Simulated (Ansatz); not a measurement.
A geometry of Li away from equilibrium: the start of the relaxation of a relaxed Li cell displaced along its unstable phonon at q = (½, ½, 0) of its primitive reciprocal cell (226i cm⁻¹), largest move 0.15 Å. Method: r2SCAN (plane waves to 500 eV, PAW, scalar-relativistic; Ansatz, an electronic-structure program). Γ-centred k-mesh 10×10×10 on the run's cell (coarser than for final values), Fermi–Dirac smearing 0.05 eV.

```xyz
4
Lattice="0.0000 5.9250 5.9250 2.9625 2.9625 5.9250 2.9625 2.9625 0.0000" Properties=species:S:1:pos:R:3:forces:R:3 pbc="T T T" free_energy=-818.503 pressure_GPa=0.0
Li     1.4812     1.3312     1.4812    0.0000   -0.1903    0.0000
Li     1.4812     4.5937     4.4437    0.0000    0.1903    0.0000
Li    -0.1500     0.0000     0.0000   -0.1903    0.0000    0.0000
Li     3.1125     5.9250     2.9625    0.1903    0.0000    0.0000
```

Positions in Å, forces in eV/Å, free energy of the cell in eV (comparable only within this code, potentials and settings). Largest force: 0.19 eV/Å, on Li1, Li2, Li3, Li4 (atoms numbered as listed); the geometry lies 0.51 eV/atom above the end of its relaxation.

No spin polarisation in the result.

The run could not lose the symmetry of its start.

Of the parent cell (Fd-3m (No. 227)): it is a generated cell of Li: the first start was made by placing the elements on the sites of a structure type, and the end was not matched to a known phase here, so it may be hypothetical. Known forms of Li include space group No. 229.
